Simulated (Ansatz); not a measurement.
A scan (energy over volume and axial ratio; atoms clamped) gave these values. Calculation: PBE (plane waves to 420 eV, PAW, scalar-relativistic; Ansatz, a program for electronic structure).

The shear modulus C′ = (C11 − C12)/2 (fit, atoms clamped) is 128 GPa.

Of these crystals, all scanned alike, which one is it?
A) Ni (fcc, Cu type)
B) GaP (zinc blende)
C) SiC (zinc blende)
D) CdTe (zinc blende)

C, SiC (zinc blende). The others have, for the shear modulus C′ = (C11 − C12)/2: GaP 36 GPa, CdTe 8 GPa, Ni 62 GPa

All were relaxed with their symmetry unable to fall. Relaxed Ni ends ferromagnetic. Spin-orbit coupling is left out. The PAW data are Ansatz's earlier set. Other magnetic orders were not checked, so this need not be the ground state. (This holds for the magnetic or f-shell members.)

(Under strain, the slope of the energy per volume gives the stress and its curvature an elastic modulus.)
